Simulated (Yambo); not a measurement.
Yambo run on V2Cd2O7 (space group C2/m, No. 12). The wavefunctions are norm-conserving PBEsol (Quantum ESPRESSO, 102 Ry, without SOC) ones on a 2×2×2 mesh (54 occupied bands); a = 5.746 Å, b = 5.746 Å, c = 5.007 Å, α = 98.00°, β = 98.00°, γ = 104.15°.

Yambo input:

```
rim_cut
gw0
dyson
el_el_corr
HF_and_locXC
ppa
em1d
RandQpts= 1000000
RandGvec= 1 Ry
EXXRLvcs= 102 Ry
VXCRLvcs= 408 Ry
Chimod= "HARTREE"
% BndsRnXp
 11 | 314 |
%
NGsBlkXp= 8 Ry
% LongDrXp
 1.0 | 1.0 | 1.0 |
%
PPAPntXp= 27.2114 eV
% GbndRnge
 1 | 210 |
%
GTermKind= "none"
DysSolver= "n"
ExtendOut
% QPkrange
 2 | 2 | 54 | 54 |
 5 | 5 | 54 | 55 |
%
```

k points by index: 2 = (0, 0, -0.5), 5 = (-0.5, -0.5, 0).

Table of the .qp output:

```
#    K-point    Band    Eo [eV]    E [eV]    E-Eo [eV]    Vxc [eV]    Vnlxc [eV]    Sc|Eo [eV]    Sc|E [eV]    dSc/dw|Eo [eV]    Re(Z)    Im(Z)
#
    2    54    0.000000    -0.142487    -0.142487    -20.83219    -25.62376    4.607159    4.649087    -8.000600    0.772785    -0.001319
    5    54    -0.151593    -0.327637    -0.176044    -21.02809    -25.87683    4.620820    4.672690    -8.002442    0.772731    -0.003561
    5    55    2.544019    4.356803    1.812784    -20.79633    -13.88110    -4.590992    -5.102444    -7.676894    0.779956    -0.001030
```
(The two width columns are left out.) Convergence of these settings isn't established.

Geometry of the Materials Project entry, not relaxed at this level.

The structure is a Materials Project entry; no match was found in the copy of COD used, and its stability was not checked.

The runs are not spin-polarised; magnetic order was not tried.
